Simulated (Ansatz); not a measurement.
Mo:
```
CELL_PARAMETERS angstrom
     -1.56467     1.56467     1.56467
      1.56467    -1.56467     1.56467
      1.56467     1.56467    -1.56467
ATOMIC_POSITIONS crystal
  Mo 0.00000 0.00000 0.00000
```

Relaxed with PBEsol. Special points in fractions of this cell's reciprocal vectors: Γ (0.000, 0.000, 0.000); H (0.500, -0.500, 0.500); N (0.000, 0.000, 0.500); P (0.250, 0.250, 0.250).

Q: List the band energies nearest the Fermi level at these points for PBEsol in the plane-wave PAW code Ansatz.

A: In eV from the Fermi level; about four levels below and three above (degenerate sets whole), none deeper than 8.9 eV; … stands for higher levels left out; points with the same levels are listed once.

```tsv
k	below	above
Γ	-7.36 -1.43 -1.43 -1.43	…
H	-5.64 -5.64	…
N	-5.49 -3.53	1.66 1.71 …
P	-2.70 -2.70 -2.70	…
```

Space group Im-3m (bcc (W type)). The PBEsol relaxation kept the symmetry of its start. The run is not spin-polarised. Scalar-relativistic: spin–orbit coupling is off unless named, which matters more the heavier the elements.

Potentials: the later of the program's two PAW sets.
